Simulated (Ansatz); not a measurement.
# Field gradients of LiTl₆C₂O₆F₂ from run to run

Cell of run 1: a Materials Project structure (computed, not necessarily an observed phase), taken as it stands.

```xyz
17
Lattice="6.0894 0.0000 0.0000 0.2215 7.6066 0.0000 0.4294 2.5231 7.6204" Properties=species:S:1:pos:R:3 pbc="T T T"
Li    5.0396    6.0959    4.2562
Tl    1.9531    7.4947    4.2349
Tl    4.6644    6.8476    1.0286
Tl    4.9017    2.9693    3.2722
Tl    1.9538    3.4646    5.7811
Tl    1.7087    4.7491    1.5630
Tl    5.0674    5.2142    7.2531
C     1.9405    1.6328    1.5738
C     4.8800    8.5274    5.6263
O     2.1559    2.2650    0.4395
O     2.1511    7.9437    1.6122
O     1.7422    2.3356    2.6557
O     4.7389    7.7755    6.6764
O     4.6186    2.2165    5.7547
O     5.0608    7.9934    4.4479
F     0.5242    5.2087    4.0678
F     3.6885    5.0791    4.9109
```

Sites (sets of like atoms) are named by element and the number of their first atom in this list.

All runs are DFT with Ansatz 0.2.0 (plane waves and PAW, scalar-relativistic unless spin–orbit coupling is named, Γ-centred meshes, Fermi–Dirac smearing where given) in this cell.

Run 1: PBE, atoms as given; 420 eV, 6×5×5 k-points, smearing 0.05 eV.
Run 2: r2SCAN, atoms as given; 500 eV, 6×5×5 k-points, smearing 0.05 eV.
Run 3: PBE, atoms as given; 350 eV, 6×5×5 k-points, smearing 0.05 eV; this cutoff lies below the one recommended for these PAW files.

| run | Tl3 V_zz (η) | Tl6 V_zz (η) | Tl7 V_zz (η) |
| --- | --- | --- | --- |
| 1 | -18.13 (0.63) | -19.46 (1.00) | -11.09 (0.81) |
| 2 | ? | ? | ? |
| 3 | -18.14 (0.63) | -19.46 (1.00) | -11.10 (0.81) |

V_zz in 10²¹ V/m²; 3 of the 17 sets of like atoms are followed.

**Question.** Estimate the row of run 2.

**Answer.** Tl3: -19.89 (0.57); Tl6: -22.6 (0.84); Tl7: -11.10 (0.91). It lies nearest to run 1, from whose tensors on these sites it differs by 3.43 at most (largest principal value of the difference, on Tl6). Taken one at a time, the functional (r2SCAN with its higher cutoff) moves the tensors on these sites by up to 3.43 (largest principal value of the change, on Tl6), the cutoff by 0.03 (Tl3).

Leaving out spin–orbit coupling shifts gradients on Tl by a few per cent in wide-gap crystals, and can shift them far more where the calculated gap is small or absent, as here. In runs 1, 2, 3 there is no gap above 0.1 eV, so the gradients can move by 10 % or more with the k-mesh. In runs 1, 2 the atoms aren't at the calculated equilibrium (largest force 0.30, 0.79 eV/Å).
